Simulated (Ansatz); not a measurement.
YB6:
```
YB6
1.0
    4.08917     0.00000     0.00000
    0.00000     4.08917     0.00000
    0.00000     0.00000     4.08917
Y B
1 6
Direct
  0.00000   0.00000   0.00000
  0.80106   0.50000   0.50000
  0.19894   0.50000   0.50000
  0.50000   0.80106   0.50000
  0.50000   0.19894   0.50000
  0.50000   0.50000   0.80106
  0.50000   0.50000   0.19894
```

Relaxed with r²SCAN.

Q: Map the electron localisation function on the plane through (0.000, 0.000, 0.000) spanned by u = [1, 0, 0] and v = [0, 1, 1] in lattice vectors, from r²SCAN (plane waves, PAW; program Ansatz).

A: x is the fraction of u, y of v (the angle between them is 90°; rows are the nearest grid lines); atoms in the plane: Y at (0.00, 0.00), B at (0.80, 0.50), B at (0.20, 0.50).
```
|358986100000001689853|
|568985100000001589865|
|888751001111100157888|
|887410012222210014788|
|543100123333321001345|
|110001345555543100011|
|112345677888776543211|
|444457788888887754444|
|665567888888888765566|
|876557887777788755678|
|996101455333554101699|
|996000243222342000699|
|996000243222342000699|
|996101455333554101699|
|876557887777788755678|
|665567888888888765566|
|444457788888887754444|
|112345677888776543211|
|110001345555543100011|
|543100123333321001345|
|887410012222210014788|
|888751001111100157888|
|568985100000001589865|
|358986100000001689853|
```
Scale: ten equal steps from 0.001 (start of '0') to 0.954 (end of '9'), in the order '0123456789'; x runs from 0.000 to 1.00, y from 0.000 (bottom) to 1.00 (top).

The density is the valence pseudo-density with augmentation charge, so density and ELF within about 1 Å of a nucleus are not all-electron values.

Space group Pm-3m. The first step of the workflow began from a Materials Project structure, measured or hypothetical; the Crystallography Open Database files this formula in space group No. 221, but the cells were not matched. Whether it is the stable phase at ambient conditions was not checked. Symmetry was held in the r²SCAN relaxation; of distortions, only those at the zone centre were tested. No spin polarisation was allowed.

Potentials: the later of the program's two PAW sets.
